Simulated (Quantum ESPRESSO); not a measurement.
## GaHfMo3Ru3 in 6 site orders

These are calculations, not measurements. They come from Quantum ESPRESSO 7.5, a public plane-wave density functional program. Each row is one single-point run on a made-up periodic cell of eight metal atoms, with elements, volume, strain and displacements drawn at random and not relaxed, so a cell may be unstable or far from any real phase. There is no spin polarisation or spin-orbit coupling.

Settings: PBE unless stated; PseudoDojo standard norm-conserving files; Fermi-Dirac width 0.25 eV, which means electrons at about 2900 K; cutoff 1143 eV; 8 x 4 x 3 k mesh shifted half a step off Gamma. E is the free energy of the whole cell (internal energy minus TS), so a -TS column is already part of it. Stress is positive in tension, and the pressure P is minus a third of its trace.

Checks: one run of this series was repeated at a higher cutoff and on a denser mesh, which moved values by no more than 0.012 eV, 0.06 GPa and 0.013 eV/Å, and a second program with other atomic files agreed on it to 2 % rms in force and 0.5 GPa in pressure. Known limits: heavy elements are run without spin-orbit coupling, which real alloys of them have; a spin test at this wide smearing found no moment, but such smearing suppresses magnetism that the real alloy may have.

The lattice is face-centred cubic, and the cell vectors in Å are (0.020, -2.064, -2.040); (-0.108, 4.008, -3.959); (8.194, -0.147, 0.069), a volume of 133.90 Å³. The runs put one composition on the same eight displaced sites in different orders. E is counted from run 1, and the rms force is over all 24 components. Nothing is relaxed, so E mixes bonding between neighbours with strain on unrelaxed sites, and it is not an ordering energy.

```
run,elements on sites 1 to 8,E (eV),-TS (eV),rms force (eV/Å),largest force (eV/Å),P (GPa)
1,Mo Ru Mo Ru Mo Ru Hf Ga,0.000,-1.993,0.968,3.09,-8.09
2,Mo Ru Ru Hf Mo Ga Mo Ru,-0.707,-1.886,0.547,1.60,-9.63
3,Ru Mo Hf Mo Ru Mo Ga Ru,-0.662,-1.980,0.638,2.12,-9.78
4,Ru Mo Mo Ru Ga Mo Ru Hf,-0.200,-1.998,0.743,2.07,-8.21
5,Ru Ga Mo Hf Mo Mo Ru Ru,-0.331,-1.890,0.725,2.19,-8.98
6,Ru Ru Mo Ga Ru Mo Mo Hf,-0.483,-1.877,0.999,3.07,?
```

## Worked fit

A straight line through the runs shown gives P = -7.99 + 2.50 E GPa with E in eV, an error of 0.37 on the slope and a scatter of 0.22 GPa. At this fixed volume the orders of higher energy tend to have the higher pressure.

## Withheld value

Question: what pressure should run 6 give?

The fit gives -9.20 ± 0.25 GPa. The calculation gave -9.86 GPa. This run lies off the fit by more than twice that error, so something that the fit leaves out matters here.
